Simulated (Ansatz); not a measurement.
The relaxed structure here is a generated cell of CsSnI3: the first start was made by placing the elements on the sites of a structure type, and the end was not matched to a known phase here, so it may be hypothetical. Known forms of CsSnI3 include space group No. 62, 221.

One stationary structure of CsSnI$_{3}$. These are PBE (plane waves to 420 eV, PAW, scalar-relativistic; Ansatz, a quantum-chemistry and plane-wave program) values and carry that method's errors.

```
CELL_PARAMETERS angstrom
      4.45685     2.57317     7.12463
     -4.45685     2.57317     7.12463
      0.00000    -5.14633     7.12463
ATOMIC_POSITIONS crystal
  Cs 0.25000 0.25000 0.25000
  Cs 0.75000 0.75000 0.75000
  Sn 0.00000 0.00000 0.00000
  Sn 0.50000 0.50000 0.50000
  I  0.69620 0.80380 0.25000
  I  0.25000 0.69620 0.80380
  I  0.80380 0.25000 0.69620
  I  0.30380 0.19620 0.75000
  I  0.75000 0.30380 0.19620
  I  0.19620 0.75000 0.30380
```

### Question
Determine the symmetry and give the standard cell with its independent sites.

### Answer
Space group R-3c, hexagonal axes (No. 167); a = b = 8.9137 Å, c = 21.3739 Å, α = β = 90.00°, γ = 120.00°

```
atom  site  symmetry       x       y       z
----  ----  --------  ------  ------  ------
Cs      6a        32  0.0000  0.0000  0.2500
Sn      6b       -3.  0.0000  0.0000  0.0000
I      18e        .2  0.5538  0.5538  0.2500
```

This is the AFLOW prototype ABC3_hR10_167_a_b_e (as in LiNbO3).

### Question
Give the shortest distances between elements (the closest pairs, up to four, under 3.6 Å).

### Answer
I–Sn 3.17 Å.

The volume per atom is 49.02 Å³. The band gap comes out as 0.73 eV, direct at Γ (no spin-orbit coupling).

No spin polarisation in the result. Spin-orbit coupling is missing; with elements this heavy it can move band edges by tenths of an eV or more.

The run could not lose the symmetry of its start: the end is stationary, and may be a saddle point rather than a minimum.
